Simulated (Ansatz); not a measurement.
**Calculated 57Fe Mössbauer parameters for MgMn5FeO12**

Cell: a Materials Project structure (computed, not necessarily an observed phase), taken as it stands.

```
Mg Mn Fe O
1.0
     5.08812    0.00000    0.00000
     2.46885    4.45574    0.00000
     1.30488    0.08112    9.95554
Mg Mn Fe O
1 5 1 12
Direct
  0.74745 0.66587 0.74722
  0.83121 0.31455 0.49920
  0.34935 0.33383 0.99565
  0.67770 0.66678 0.01597
  0.16274 0.64577 0.49891
  0.49795 0.98157 0.48945
  0.01577 0.99998 0.99895
  0.00080 0.33580 0.09765
  0.69698 0.36417 0.89651
  0.89661 0.60796 0.39634
  0.51686 0.32692 0.40508
  0.48433 0.64699 0.59989
  0.80401 0.96538 0.60001
  0.09119 0.35586 0.61168
  0.32631 0.65055 0.09834
  0.64040 0.01192 0.09844
  0.02351 0.65897 0.89676
  0.40537 0.98127 0.89595
  0.17521 0.98587 0.40489
```

Atom numbers follow the list; atoms alike are taken as one site, whose name carries the number of the first.

The numbers come from a DFT calculation in Ansatz (PBE, plane waves and PAW, scalar-relativistic, collinear spin, 420 eV cutoff, Γ-centred 5×5×2 k-points, Fermi–Dirac smearing 0.02 eV). Start moments as typed (μB): 3 on each Mn, 4 on each Fe, none on the rest.

Isomer shifts (against α-Fe) follow from the electron density at the nucleus, δ = α(ρ − ρ₀), with α = -0.366 mm s⁻¹ a₀³ and ρ₀ = 14904.00 a₀⁻³ from a line fitted to 10 measured compounds at this level of theory (rms miss 0.11 mm/s). ΔE_Q = ½eQV_zz(1 + η²/3)^½ with Q = 0.160 b for the 14.4 keV state. B_c is the Fermi-contact field along the atom's own moment; orbital and dipolar fields are not included.

(1) Give the isomer shift and quadrupole splitting and contact field of each Fe site.

Answers

(1) 

```csv
site,atoms,first shell,ρ − ρ₀ (a₀⁻³),δ (mm/s),ΔE_Q (mm/s),η,|m| (μB),B_c (T)
Fe,7,6 O at 2.00–2.09 Å,-1.46,0.54,0.62,0.19,3.64,-39.8
```

The shift of Fe is typical of high-spin Fe(III).

At this cell the PBE pressure is -6 GPa, so with PBE the cell would shrink if it were relaxed. The entry's cell may itself be off. The largest force is 0.7 eV/Å, so the atoms aren't at the calculated equilibrium and relaxing them would move these values. The moments were started parallel, and the run ended with some of them reversed. Runs of this kind can end above the lowest electronic state. With these PAW files V_zz is typically within 2 to 3 % of all-electron values, but misses above 10 % occur on Fe. With a gap of 0.2 eV on this mesh, the gradients can still move by some per cent as the k-mesh gets denser. The magnetic order is the one that the run reached from its start moments, not necessarily the measured one; the program found signs of a lower order. Semilocal functionals underestimate the core's spin polarisation, so contact fields of ionic iron come out too small in magnitude.

The run took 6.2 min of wall time (12 min of CPU time) and 1.7 GiB at its peak, on 2 threads of Arm Neoverse V2 (aarch64; 32 cores open to the job, memory cap 5.0 GiB, no GPU), a shared host with a load of 0.8 a core.
